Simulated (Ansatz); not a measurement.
Values for one crystal, relaxed and computed with the program Ansatz at the PBEsol level (PAW); other levels are named.

* **Volume per atom**: 11.78 Å³
* **Electronic character**: metallic (no gap)
* **Elastic constants (relaxed ions, GPa)**: C11 = 505, C12 = 149, C13 = 132, C33 = 546, C44 = 128
* **Hill bulk and shear moduli**: 264 and 160 GPa
* **Mechanical stability**: stable (all eigenvalues of C positive)
* **Poisson's ratio**: 0.25
* **Pressure derivative B′**: 4.2

Task: Which of these materials gives this?
A. GaSb, rock salt
B. Y5Si3, P6_3/mcm (Y on 6g, Y on 4d, Si on 6g)
C. ZrN, NiAs type
D. WC, P-6m2 (W on 1a, C on 1f)

Result: C, ZrN, NiAs type

Space group P6_3/mmc (NiAs type). The workflow started from a Materials Project entry (that database holds measured and hypothetical structures alike); the Crystallography Open Database copy checked does not list it. It is not the phase usual at ambient conditions (space group No. 225). The PBEsol relaxation kept the symmetry of its start; its stability against distortions is not shown here. The run is not spin-polarised. As this level gives no gap, shear constants depend on the k-mesh and smearing (Fermi–Dirac, 0.1 eV here). Scalar-relativistic: spin–orbit coupling is off unless named, which matters more the heavier the elements.

Potentials: the later of the program's two PAW sets.
